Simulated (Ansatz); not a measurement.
Checking a converged run of Ni

System: Ni, an experimental structure (space group Fm-3m, primitive cell doubled); the cell holds 2 atoms. Source: COD entry 9012990; the sample's temperature and pressure aren't taken into account, and it need not be the stable phase.

Level of theory: DFT, PBE, PAW, plane waves, scalar-relativistic (Ansatz development build ahead of 0.2.0).

```yaml
crystal:
  lattice:
    - [0.0, -1.76805, -1.76805]
    - [-3.5361, -1.76805, -1.76805]
    - [0.0, 1.76805, -1.76805]
  atoms:
    - { symbol: Ni, position: [0.0, 0.0, 0.0], spin: 2.0 }
    - { symbol: Ni, position: [0.0, 0.5, 0.5], spin: -2.0 }
magnetization:
  spin_polarized: true
hamiltonian:
  xc: pbe
  pseudopotentials: { kind: paw }
basis:
  ecutwfc: 420
kpoints:
  mp_grid: { grid: [12, 7, 10] }
scf:
  occupations: { method: fermi_dirac, width: 0.05 }
  lower_state_search: "off"
output:
  forces: true
  stress: true
```

Command:
```sh
ansatz run input.yaml --threads 2 --pin off --max-ram 5120MiB --backend cpu --events-out ev --progress --plain --runs-dir out
```

It took 7.7 s on 2 threads of Arm Neoverse V2, on a shared host, peak memory 0.43 GiB.

The end of the output:

```
SCF converged after 18 iterations
Magnetization: 0.0000 μB (18.0000 up, 18.0000 down)
Absolute magnetization: 0.2156 μB (∫|ρ↑−ρ↓|, with the PAW one-centre terms)
Spin contamination: 0.0504 ħ² per cell (⟨S²⟩ above its minimum at these occupations)
Per-site moments (μB) at R_I (Å): [(0.1064, 1.0314), (-0.1064, 1.0314)]
Free energy (F): -11679.348058 eV
Harris-Foulkes:  -11679.348058 eV  (|F-HF|=9.82e-10)
Internal energy: -11679.292778 eV  (E = F + TS)
E sigma→0 (E₀):  -11679.320418 eV
Entropy (-TS):   -0.055280 eV (-27.640 meV/atom)
Fermi energy:    17.634398 eV
--- Forces (eV/Å), atoms counted from 1 ---
  atom   1  Ni     0.00000000    -0.00000000     0.00000000
  atom   2  Ni     0.00000000    -0.00000000     0.00000000
--- Stress (GPa, compression-positive) ---
       -3.688754      -0.060325      -0.060325
       -0.060325      -3.994288       0.064359
       -0.060325       0.064359      -3.994288
  P = ⅓ Tr σ = -3.8924 GPa (-38.924 kbar)
```

The mesh has less symmetry than the lattice, which lowers the symmetry of the run.

Site moments are taken inside atomic spheres and don't add up to the total.

Question: Has the SCF ended in the lowest solution? If not, by how much is it too high?

Answer: No. A state 52.8 meV/atom (0.106 eV per cell) lower exists in this cell: ferromagnetic, site moments Ni1 0.70, Ni2 0.70 μB, total 1.32 μB per cell, no gap on the k-mesh. It was reached from: parallel moments, default search for lower states [Ni1 2.00, Ni2 2.00 μB]; opposed moments +-, default search for lower states [Ni1 2.00, Ni2 -2.00 μB]. The wrong state matters: the pressure is -2.7 GPa there against -3.9 GPa here. This multiple of the primitive cell fits some opposed orders; other multiples fit others. “Lowest” means lowest among the runs made in this cell.
